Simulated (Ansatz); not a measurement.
TaSb2:
```
CELL_PARAMETERS angstrom
      1.82537    -6.54301     0.00000
      1.82537     6.54301     0.00000
      0.00000     0.00000     5.90588
ATOMIC_POSITIONS crystal
  Ta 0.90742 0.09258 0.49480
  Ta 0.09258 0.90742 0.99480
  Sb 0.56466 0.43534 0.35792
  Sb 0.43534 0.56466 0.85792
  Sb 0.28907 0.71093 0.22229
  Sb 0.71093 0.28907 0.72229
```

Relaxed with PBE. Special points in fractions of this cell's reciprocal vectors: Γ (0.000, 0.000, 0.000); Y (-0.500, 0.500, 0.000); C0 (-0.269, 0.731, 0.000); Σ0 (0.269, 0.269, 0.000); Z (0.000, 0.000, 0.500); A0 (0.269, 0.269, 0.500); E0 (-0.269, 0.731, 0.500); T (-0.500, 0.500, 0.500); S (0.000, 0.500, 0.000); R (0.000, 0.500, 0.500).

Q: List the band energies nearest the Fermi level at these points for PBE in the plane-wave PAW code Ansatz.

A: In eV from the Fermi level; about four levels below and three above (degenerate sets whole), none deeper than 8.9 eV; points with the same levels are listed once.

| k | below | above |
|---|---|---|
| Γ | -1.22 -0.85 -0.49 -0.19 | 0.14 0.90 1.28 |
| Y | -1.27 -1.25 -0.50 -0.45 | 0.06 0.39 0.64 |
| C0 | -2.27 -2.25 -1.62 -0.86 | 0.69 1.36 1.93 |
| Z | -1.77 -1.77 -1.68 -1.68 | 0.08 0.08 0.47 0.47 |
| A0 | -1.70 -1.70 -0.35 -0.35 | 1.71 1.71 2.26 2.26 |
| T | -0.86 -0.86 -0.26 -0.26 | 1.02 1.02 2.44 2.44 |
| S | -2.28 -2.22 -2.19 -0.60 | 0.74 1.14 2.13 |
| R | -1.77 -1.77 -0.14 -0.14 | 1.36 1.36 2.29 2.29 |

Space group Cmc2_1. The start of the workflow was typed in or built on a structure type; neither database checked (COD, Materials Project) lists it. Whether it is the stable phase at ambient conditions was not checked. The cell was relaxed with PBE under the symmetry of its start; whether a distortion lowers the energy is not shown. No spin polarisation was allowed. The volume moved by -17 % from the start of the relaxation. Spin–orbit coupling is left out wherever it is not named.

Potentials: the earlier of the program's two PAW sets.
